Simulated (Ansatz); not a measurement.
A trial cell of Mg₂GeN, before relaxation:

```
Mg Ge N
1.0
     1.63445    0.94365    6.36243
    -1.63445    0.94365    6.36243
     0.00000   -1.88730    6.36243
Mg Ge N
2 1 1
Cartesian
  0.0000 0.0000 4.4588
  0.0000 0.0000 14.6285
  0.0000 0.0000 9.5436
  0.0000 0.0000 0.0000
```

All numbers below come from Ansatz, DFT PBE, scalar-relativistic, plane waves, PAW. Cutoff 420 eV, Gaussian smearing, Γ-centred meshes. Cell and atoms relax first on a coarse mesh and then on a finer one. In between, the cell is made exact in the group found at 0.06 Å. In metals the finer mesh still leaves noise of several meV/atom or more. The steps can't lower the symmetry of their start. No spin polarisation.

A guess keeps its type if space group and coordination stay and the shape of the cell changes little (axis ratios within about 15 %, angles within 6°); the volume may change.

Q: Does this structure survive the relaxation?

A: It doesn't keep its type. The symmetry stays R-3m (No. 166). The volume per atom grows by 5.7 %, from 14.7 to 15.6 Å³. The shortest distance goes from 2.28 Å (Mg–Ge) to 2.11 Å (Mg–N). The ratio c/a of the conventional cell changes by a factor of 1.15. Counting neighbours within 15 % of an atom's shortest distance, the start has Ge 6, Mg 3, N 6 and the end Ge 12, Mg 3, N 6. In detail, at the end around Mg lie 3 N at 2.11 Å, 3 Mg at 2.78 Å and 3 Ge at 3.11 Å; around Ge lie 6 Mg at 3.11 Å and 6 Ge at 3.18 Å; N is surrounded by 6 Mg at 2.11 Å.

```cif
data_structure
_symmetry_space_group_name_H-M 'R-3m:H'
_symmetry_Int_Tables_number 166
_cell_length_a 3.1780
_cell_length_b 3.1780
_cell_length_c 21.3482
_cell_angle_alpha 90.000
_cell_angle_beta 90.000
_cell_angle_gamma 120.000
_cell_volume 186.73
loop_
_atom_site_label
_atom_site_type_symbol
_atom_site_symmetry_multiplicity
_atom_site_Wyckoff_symbol
_atom_site_fract_x
_atom_site_fract_y
_atom_site_fract_z
_atom_site_occupancy
Mg1 Mg 6 c 0.33333 0.66667 0.95102 1
Ge1 Ge 3 b 0.66667 0.33333 0.83333 1
N1 N 3 a 0.00000 0.00000 0.00000 1
```

The last run used an 18×18×18 mesh for its 4-atom cell and Gaussian smearing of 0.10 eV. An odd number of electrons in the primitive cell allows no gap without spin; a larger cell or a magnetic state could open one. Symmetry constrained the relaxation, so the result can be a saddle point.
